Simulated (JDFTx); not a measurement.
Unstrained cell:

System: Cu(111) (Fm-3m bulk; lattice of mp-30, not re-optimised at this level), 1x1 cell of 4 atoms in 4 planes, area 5.54 Å² a face, 6.3 Å between the outermost planes in a cell 22.2 Å high; k mesh 10×10×1, Fermi width 0.01 Ha, no spin polarisation.

Method: PBE, GBRV ultrasoft potentials, plane waves to 20/100 Ha, in JDFTx (a modified build). The in-plane lattice is scaled by the biaxial strain ε at a fixed k mesh and cell height, and all atoms off the mid-plane are relaxed in vacuum within the cell's symmetry. Zero strain is the lattice given, not this level's minimum.

Liquid: CANDLE, water, 1 M NaCl. Potentials refer to SHE, placed 4.44 V below the bulk liquid's zero by convention.

| ε (%) | U_pzc (V vs SHE) |
|---|---|
| -3 | 0.24 |
| -1.5 | withheld |
| 0 | 0.12 |
| 1.5 | 0.07 |
| 3 | 0.02 |

Question: Fit U_pzc = sε + U₀ to the other rows by least squares, predict the withheld value, and compare with the run.

Answer: The fit gives s (V/%) = -0.0368, U₀ (V) = 0.126, with a root-mean-square miss of 0.004 V on its own rows. It predicts 0.18 V; the run gives 0.18 V, the same to these digits.
